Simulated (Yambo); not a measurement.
Cs3YF6 (space group Fm-3m, No. 225), G0W0@LDA in Yambo with this input:

```
rim_cut
gw0
dyson
el_el_corr
HF_and_locXC
ppa
em1d
RandQpts= 1000000
RandGvec= 1 Ry
EXXRLvcs= 84 Ry
VXCRLvcs= 336 Ry
Chimod= "HARTREE"
% BndsRnXp
 1 | 349 |
%
NGsBlkXp= 7 Ry
% LongDrXp
 1.0 | 1.0 | 1.0 |
%
PPAPntXp= 27.2114 eV
% GbndRnge
 1 | 349 |
%
GTermKind= "BG"
DysSolver= "n"
ExtendOut
```

On a 2×2×2 mesh, with wavefunctions cut at 84 Ry, the gap (X → Γ) is 9.139 eV and the valence edge shifts by -2.177 eV.

**Question.** What happens with this change: pole fitted at 55 eV?

**Answer.** The gap rises by 0.040 eV, to 9.179 eV; the shift of the valence edge becomes -2.250 eV. Neither run is shown to be the converged limit.

Geometry of the Materials Project entry, not relaxed at this level; primitive cell a = 7.0083 Å, b = 7.0083 Å, c = 7.0083 Å, α = 60.00°, β = 60.00°, γ = 60.00°.

The structure is a Materials Project entry; no match was found in the copy of COD used, and its stability was not checked.

A shift is the quasiparticle energy of the state minus its LDA energy.
